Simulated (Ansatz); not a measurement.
## WSe$_{2}$ (P-6m2), a film clamped to a substrate

Method: DFT PBEsol, scalar-relativistic, plane waves, PAW (Ansatz 0.2.0). The runs took a 420 eV cutoff, a Γ-centred 12×12×1 mesh and Gaussian smearing (0.05 eV). Spin–orbit coupling is left out, which can shift energies with elements as heavy as these. No spin polarisation. Energies are free energies at this smearing, counted from the undisturbed cell; pressure is positive in compression.

Zero of the scan (relaxed at this level; this form isn't the usual structure):

```
W Se
1.0
     3.27090    0.00000    0.00000
    -1.63545    2.83268    0.00000
     0.00000    0.00000   29.18475
W Se
3 6
Direct
  0.66667 0.33333 0.00000
  0.33333 0.66667 0.77346
  0.33333 0.66667 0.22654
  0.33333 0.66667 0.05737
  0.66667 0.33333 0.83084
  0.66667 0.33333 0.28383
  0.33333 0.66667 0.94263
  0.66667 0.33333 0.71617
  0.66667 0.33333 0.16916
```

The cell holds layers and no dispersion correction was added, so their binding is poorly described.

The cell (9 atoms, V0 = 270.41 Å³) is strained by p along both x and y and by q along z, fractional coordinates fixed. τp = (1/V0) ∂E/∂p = (σxx + σyy)(1 + p)(1 + q) and τq = (1/V0) ∂E/∂q = σzz(1 + p)², with tension positive.

```csv
p,q,ΔE (meV/atom),τp (GPa),τq (GPa)
0.000,0.000,0.00,0.01,0.00
-0.030,0.000,37.51,-13.88,-4.43
0.030,0.000,32.23,11.02,3.63
0.000,-0.030,16.10,-4.33,-5.87
0.000,0.030,14.70,3.72,5.10
```

Problem. Get the second derivatives of the energy density.

Solution. Central differences give A = ∂τp/∂p = 415 GPa (C11 + C22 + 2 C12), C = ∂τq/∂q = 183 GPa (C33) and the cross term B = ∂τq/∂p = 134 GPa (C13 + C23); ∂τp/∂q = 134 GPa must equal B, and any difference shows higher-order terms. Steps this large leave an error of some per cent of A or C in all of these, which can swamp a small B. The ions are clamped.

Problem. A film of this crystal grows with z along the normal on a substrate that imposes p. How does its thickness respond, and what does the misfit cost?

Solution. Count p and q from the stress-free cell. A free surface needs τq = 0, so q = −(B/C) p = -0.73 p. The energy density left is (A − B²/C) p²/2 = M p², with the biaxial modulus M = 158 GPa; a misfit of 1 % costs 2.97 meV/atom, against 3.89 meV/atom if the thickness were held.

Forces appear on the atoms along this scan, and letting them relax would lower the energy and soften the response.

Cost: 10 runs of about 6.9 core-minutes in all, on Arm Neoverse V2 (shared hosts).